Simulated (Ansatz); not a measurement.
## Computed frozen-phonon scan: KI (rock salt)

KI (rock salt)

```yaml
crystal:
  lattice:
    - [0.00000, 7.18126, 7.18126]
    - [3.59063, 3.59063, 7.18126]
    - [3.59063, 3.59063, 0.00000]
  atoms:
    - { symbol: I, position: [0.00000, 0.00000, 0.00000] }
    - { symbol: I, position: [0.50000, 0.00000, 0.00000] }
    - { symbol: K, position: [0.00000, 0.50000, 0.50000] }
    - { symbol: K, position: [0.50000, 0.50000, 0.50000] }
```

The atoms are displaced by Q × the pattern below (from a DFPT mode at X = (0.5, 0.5, 0.0), largest move 1; Q in Å), at fixed cell. It is one choice among 2 degenerate patterns. (q is in reciprocal vectors of the primitive cell; the cell shown is doubled to hold the pattern.)

```
atom      x       y      z
----  -----  ------  -----
I1    0.000   1.000  0.000
I2    0.000  -1.000  0.000
K3    0.000  -0.904  0.000
K4    0.000   0.904  0.000
```

Level of theory: PBE (plane waves to 420 eV, PAW, scalar-relativistic; Ansatz, a quantum-chemistry and plane-wave program). k mesh 8×8×8 (Γ-centred), Fermi-Dirac smearing 0.05 eV. The energy includes the smearing's −TS. KI was relaxed with its symmetry unable to fall. Spin-orbit coupling is left out, though I is heavy. The relaxed volume of KI is well above the measured one; the method has no dispersion term. The zero of ΔE is the undisplaced structure.

```
Q (Å)   ΔE (eV/cell)  −dE/dQ from forces (eV/Å)
------  ------------  -------------------------
-0.180        0.0176                      0.200
-0.150        0.0122                      0.165
-0.120        0.0077                      0.130
-0.090        0.0043                      0.097
-0.060        0.0019                      0.064
-0.030        0.0005                      0.032
0.000         0.0000                      0.000
0.030         0.0005                     -0.032
0.060         0.0019                     -0.064
0.090         0.0043                     -0.097
0.120         0.0077                     -0.130
0.150         0.0122                     -0.165
0.180         0.0176                     -0.200
```

What the scan shows:

```
Property                                                                                                              Value
-----------------------------------------------------------  --------------------------------------------------------------
Energy at Q = 0.180 Å                                                                                         17.6 meV/cell
Space group of the distorted cell                                                         Cmcm (No. 63), lowered from Fm-3m
Symmetry of the curve                                                                         even: the same for both signs
Shape of the curve                                           a single well with its minimum at or next to zero displacement
Harmonic wavenumber from the curvature (finite differences)                                                         30 cm⁻¹
Wavenumber by perturbation theory (DFPT, on another k mesh)                                                         30 cm⁻¹
```

(A displaced cell: forces are minus the slopes of the energy, force constants its curvatures, and phonons follow from these.)
